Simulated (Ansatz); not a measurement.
The start is a generated cell, SiC placed in the wurtzite structure type. The cell and all atomic positions are relaxed at zero pressure with PBEsol (plane waves to 420 eV, PAW, scalar-relativistic; Ansatz, a program for electronic structure). The first steps use a coarse 9×9×5 k-mesh.

Starting cell:
```
CELL_PARAMETERS angstrom
      3.07691     0.00000     0.00000
     -1.53846     2.66469     0.00000
      0.00000     0.00000     5.03927
ATOMIC_POSITIONS crystal
  Si 0.66667 0.33333 0.00000
  Si 0.33333 0.66667 0.50000
  C  0.66667 0.33333 0.62520
  C  0.33333 0.66667 0.12520
```

- Energy released = under 1 meV/atom
- Shortest distances (start → end) = The closest pairs of elements (up to four, under 3.6 Å), start → end: C–Si 1.89 → 1.88 Å; Si–Si 3.08 → 3.08 Å; C–C 3.08 → 3.08 Å
- Band gap at the end = 2.12 eV, indirect (valence top at Γ, conduction bottom at K) (no spin-orbit coupling)
- Optimiser moves = 3

Relaxed structure:

```cif
data_C2Si2
_chemical_formula_sum 'Si2 C2'
_space_group_name_H-M_alt 'P63mc'
_space_group_IT_number 186
_space_group_name_Hall 'P 6c -2c'
_cell_length_a 3.07588
_cell_length_b 3.07588
_cell_length_c 5.04757
_cell_angle_alpha 90.000
_cell_angle_beta 90.000
_cell_angle_gamma 120.000
loop_
_atom_site_label
_atom_site_type_symbol
_atom_site_symmetry_multiplicity
_atom_site_Wyckoff_symbol
_atom_site_fract_x
_atom_site_fract_y
_atom_site_fract_z
_atom_site_occupancy
Si1 Si 2 b 0.66667 0.33333 0.00051 1
C1 C 2 b 0.33333 0.66667 0.12469 1
```

Final values are on a 12×12×7 k-mesh of the relaxed cell. No spin polarisation in the result.

The run could not lose the symmetry of its start.
